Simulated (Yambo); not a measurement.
Yambo run on K2MgH4 (space group I4/mmm, No. 139). The wavefunctions come from this Quantum ESPRESSO step (PBEsol, PseudoDojo standard norm-conserving files, scalar-relativistic):

```
&CONTROL
  calculation = 'nscf'
  pseudo_dir = './pseudo'
  outdir = './out'
/
&SYSTEM
  ibrav = 0
  nat = 7
  ntyp = 3
  ecutwfc = 84.0
  ecutrho = 336.0
  occupations = 'fixed'
  force_symmorphic = .true.
  nbnd = 115
/
&ELECTRONS
  conv_thr = 7.000000000000001e-09
  diago_full_acc = .true.
  diago_thr_init = 1e-08
/
ATOMIC_SPECIES
H 1.0080 H.upf
Mg 24.3050 Mg.upf
K 39.0983 K.upf
CELL_PARAMETERS angstrom
 -2.004465000000   2.004465000000   6.776460000000
  2.004465000000  -2.004465000000   6.776460000000
  2.004465000000   2.004465000000  -6.776460000000
ATOMIC_POSITIONS crystal
H  -0.000000000000   0.500000000000   0.500000000000
H   0.500000000000   0.000000000000   0.500000000000
H   0.851950000000   0.851950000000   0.000000000000
H   0.148050000000   0.148050000000  -0.000000000000
Mg   0.000000000000   0.000000000000   0.000000000000
K   0.643920000000   0.643920000000   0.000000000000
K   0.356080000000   0.356080000000   0.000000000000
K_POINTS automatic
4 4 4 0 0 0
```

Yambo input:

```
rim_cut
gw0
dyson
el_el_corr
HF_and_locXC
ppa
em1d
RandQpts= 1000000
RandGvec= 1 Ry
EXXRLvcs= 84 Ry
VXCRLvcs= 336 Ry
Chimod= "HARTREE"
% BndsRnXp
 5 | 113 |
%
NGsBlkXp= 6 Ry
% LongDrXp
 1.0 | 1.0 | 1.0 |
%
PPAPntXp= 27.2114 eV
% GbndRnge
 1 | 113 |
%
GTermKind= "BG"
DysSolver= "n"
ExtendOut
% QPkrange
 1 | 1 | 16 | 17 |
 2 | 2 | 16 | 17 |
 3 | 3 | 16 | 17 |
 6 | 6 | 16 | 17 |
 8 | 8 | 16 | 17 |
 11 | 11 | 16 | 17 |
 13 | 13 | 16 | 17 |
%
```

k points by index: 1 = Γ, 2 = (0, 0, 0.25), 3 = X, 6 = N, 8 = P, 11 = (0.25, -0.25, 0.25), 13 = Z.

The o-*.qp file then holds:

```
#    K-point    Band    Eo [eV]    E [eV]    E-Eo [eV]    Vxc [eV]    Vnlxc [eV]    Sc|Eo [eV]    Sc|E [eV]    dSc/dw|Eo [eV]    Re(Z)    Im(Z)
#
    1    16    0.000000    -1.337304    -1.337304    -10.86752    -14.17324    1.626914    1.968416    -6.948133    0.796594    -0.001642
    1    17    5.160589    5.973230    0.812641    -8.311793    -4.058585    -3.278432    -3.440566    -5.428134    0.833692    -0.001352
    2    16    -0.541256    -2.101522    -1.560265    -10.37154    -13.95710    1.640165    2.025295    -6.716114    0.802042    -0.001639
    2    17    3.326099    4.160624    0.834525    -8.141593    -4.053050    -3.095906    -3.254018    -5.154736    0.840735    -0.001304
    3    16    -1.198025    -2.845360    -1.647335    -10.16572    -14.00953    1.783139    2.196480    -6.827047    0.799428    -0.001713
    3    17    4.076068    5.004845    0.928777    -8.802297    -4.513839    -3.176038    -3.359682    -5.379627    0.834933    -0.001332
    6    16    -0.097955    -1.595038    -1.497084    -10.32989    -13.66651    1.476950    1.839533    -6.589804    0.805039    -0.001577
    6    17    3.743000    4.530781    0.787781    -7.809739    -3.715273    -3.158493    -3.306684    -5.117914    0.841692    -0.001296
    8    16    -1.204079    -2.849633    -1.645554    -10.15105    -13.98978    1.780424    2.193178    -6.824701    0.799483    -0.001747
    8    17    4.409037    5.304188    0.895151    -9.415866    -5.253644    -3.084382    -3.267071    -5.552636    0.830524    -0.001428
    11    16    -0.075515    -1.579749    -1.504235    -10.40169    -13.76662    1.495395    1.860699    -6.607694    0.804613    -0.001578
    11    17    3.607475    4.423504    0.816029    -7.627226    -3.473309    -3.186830    -3.337887    -5.036329    0.843822    -0.001299
    13    16    -0.015903    -1.349373    -1.333470    -10.83436    -14.12814    1.620210    1.960310    -6.939502    0.796795    -0.001642
    13    17    5.087044    5.862699    0.775655    -8.020884    -3.823469    -3.269995    -3.421760    -5.323104    0.836383    -0.001481
```
(The two width columns are left out.) Convergence of these settings isn't established.

Geometry of the Materials Project entry, not relaxed at this level.
